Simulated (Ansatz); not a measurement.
Input and command of a plane-wave DFT calculation in Ansatz:

```yaml
crystal:
  lattice:
    - [0.0, 3.7984614586, 3.7984614586]
    - [3.7984614586, 0.0, 3.7984614586]
    - [3.7984614586, 3.7984614586, 0.0]
  atoms:
    - { symbol: Ta, position: [0.0, 0.0, 0.0], spin: 1.0 }
    - { symbol: Pt, position: [0.75, 0.75, 0.75], spin: 1.0 }
    - { symbol: S, position: [0.375, 0.875, 0.375] }
    - { symbol: S, position: [0.375, 0.375, 0.875] }
    - { symbol: S, position: [0.375, 0.375, 0.375] }
    - { symbol: S, position: [0.875, 0.375, 0.375] }
basis:
  ecutwfc: 420
kpoints:
  mp_grid: { grid: [4, 4, 4] }
hamiltonian:
  xc: pbe
scf:
  occupations: { method: gaussian, width: 0.1 }
  lower_state_search: "off"
output:
  forces: true
  stress: true
  eigenvalues: true
  populations: true
magnetization:
  spin_polarized: true
```

```bash
ansatz run input.yaml --threads 1 --pin off --max-ram 2560MiB --backend cpu --events-out ev --progress --plain --runs-dir out
```

Processor: Arm Neoverse V1, 1 thread, on a host shared with other jobs.

Task: Estimate time, memory and problem size.

Result: About 13 s on 1 thread of Arm Neoverse V1, with other jobs on the host, peak memory 0.36 GiB. It solves 35 bands at 8 k points (the mesh reduced by symmetry) with about 2109 plane waves, in 18 SCF iterations.
